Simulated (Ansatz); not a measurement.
WS2:
```cif
data_S2W
_chemical_formula_sum 'W1 S2'
_space_group_name_H-M_alt 'P 1'
_space_group_IT_number 1
_cell_length_a 6.32310
_cell_length_b 6.32310
_cell_length_c 6.32310
_cell_angle_alpha 28.661
_cell_angle_beta 28.661
_cell_angle_gamma 28.661
loop_
_space_group_symop_operation_xyz
  'x, y, z'
loop_
_atom_site_label
_atom_site_type_symbol
_atom_site_fract_x
_atom_site_fract_y
_atom_site_fract_z
_atom_site_occupancy
W1 W 0.99934 0.99934 0.99934 1
S1 S 0.58015 0.58015 0.58015 1
S2 S 0.75181 0.75181 0.75181 1
```

Relaxed with LDA.

Task: Which orbitals make up the states near the band edges in the program Ansatz at the LDA level (PAW)?

Result: Top 1 eV of the valence band: W 5d 61 %, S 3p 33 %. Bottom 1 eV of the conduction band: W 5d 60 %, S 3p 31 %, outside the projected shells 5 %. Projections are on Löwdin-orthogonalised atomic valence shells; empty p or d shells of many metals are not among them.

Task: Tabulate the density of states.

Result: States/eV per cell of 3 atoms, in 0.25 eV bins, energy from the valence-band maximum.

| E (eV) | total | S 3p | W 5d | S 3s |
|---|---|---|---|---|
| -7.85 | 0.05 | 0.03 | 0.01 | 0.00 |
| -7.60 | 0.19 | 0.12 | 0.05 | 0.01 |
| -7.35 | 1.01 | 0.62 | 0.20 | 0.06 |
| -7.10 | 1.40 | 0.85 | 0.32 | 0.07 |
| -6.85 | 2.46 | 1.46 | 0.71 | 0.08 |
| -6.60 | 2.38 | 1.39 | 0.76 | 0.06 |
| -6.35 | 1.94 | 1.16 | 0.62 | 0.06 |
| -6.10 | 1.80 | 1.19 | 0.49 | 0.07 |
| -5.85 | 1.08 | 0.75 | 0.26 | 0.04 |
| -5.60 | 1.29 | 0.82 | 0.25 | 0.10 |
| -5.35 | 2.79 | 1.62 | 0.77 | 0.22 |
| -5.10 | 3.58 | 2.01 | 1.05 | 0.31 |
| -4.85 | 1.29 | 0.73 | 0.41 | 0.09 |
| -4.60 | 1.76 | 1.12 | 0.50 | 0.08 |
| -4.35 | 3.09 | 1.94 | 1.00 | 0.08 |
| -4.10 | 3.27 | 2.06 | 1.07 | 0.07 |
| -3.85 | 1.68 | 1.00 | 0.60 | 0.03 |
| -3.60 | 1.51 | 0.84 | 0.60 | 0.02 |
| -3.35 | 1.63 | 0.93 | 0.63 | 0.02 |
| -3.10 | 3.03 | 1.99 | 0.87 | 0.09 |
| -2.85 | 3.43 | 2.35 | 0.87 | 0.11 |
| -2.60 | 2.70 | 1.98 | 0.56 | 0.08 |
| -2.35 | 2.52 | 1.95 | 0.45 | 0.05 |
| -2.10 | 1.37 | 1.05 | 0.25 | 0.03 |
| -1.85 | 1.71 | 0.81 | 0.78 | 0.04 |
| -1.60 | 3.12 | 1.16 | 1.77 | 0.06 |
| -1.35 | 1.87 | 0.69 | 1.07 | 0.03 |
| -1.10 | 1.13 | 0.37 | 0.70 | 0.02 |
| -0.85 | 0.56 | 0.17 | 0.35 | 0.02 |
| -0.60 | 0.19 | 0.07 | 0.10 | 0.01 |
| -0.35 | 0.12 | 0.04 | 0.07 | 0.01 |
| -0.10 | 0.04 | 0.01 | 0.02 | 0.00 |
| 0.15 | 0.00 | 0.00 | 0.00 | 0.00 |
| 0.40 | 0.00 | 0.00 | 0.00 | 0.00 |
| 0.65 | 0.00 | 0.00 | 0.00 | 0.00 |
| 0.90 | 0.11 | 0.04 | 0.06 | 0.00 |
| 1.15 | 0.63 | 0.23 | 0.33 | 0.02 |
| 1.40 | 1.45 | 0.42 | 0.88 | 0.03 |
| 1.65 | 2.11 | 0.65 | 1.27 | 0.04 |
| 1.90 | 2.87 | 0.92 | 1.75 | 0.04 |
| 2.15 | 4.27 | 1.30 | 2.69 | 0.08 |
| 2.40 | 3.64 | 1.28 | 2.02 | 0.08 |
| 2.65 | 4.02 | 1.06 | 2.48 | 0.11 |
| 2.90 | 2.45 | 0.80 | 1.32 | 0.08 |
| 3.15 | 2.17 | 0.74 | 1.09 | 0.09 |
| 3.40 | 1.75 | 0.64 | 0.84 | 0.07 |
| 3.65 | 0.73 | 0.34 | 0.33 | 0.02 |
| 3.90 | 1.94 | 0.84 | 0.85 | 0.06 |
| 4.15 | 1.95 | 0.81 | 0.86 | 0.09 |
| 4.40 | 1.13 | 0.37 | 0.47 | 0.09 |
| 4.65 | 0.88 | 0.22 | 0.32 | 0.07 |
| 4.90 | 0.70 | 0.13 | 0.18 | 0.05 |
| 5.15 | 0.58 | 0.08 | 0.05 | 0.03 |
| 5.40 | 0.67 | 0.10 | 0.05 | 0.04 |
| 5.65 | 0.85 | 0.13 | 0.07 | 0.04 |

Space group R3m. The first step of the workflow began from a Materials Project structure, measured or hypothetical; the Crystallography Open Database files this formula in space group No. 160, but the cells were not matched. It is not the phase usual at ambient conditions (space group No. 194). The LDA relaxation kept the symmetry of its start; its stability against distortions is not shown here. No spin polarisation was allowed. A crystal of weakly bound layers computed without a dispersion correction: the cell and the soft elastic constants depend strongly on that. Scalar-relativistic: spin–orbit coupling is off unless named, which matters more the heavier the elements.

Potentials: the earlier of the program's two PAW sets. The files were generated under PBE; for other functionals the program regenerates the frozen cores, and for LDA and PBEsol the local potential too.
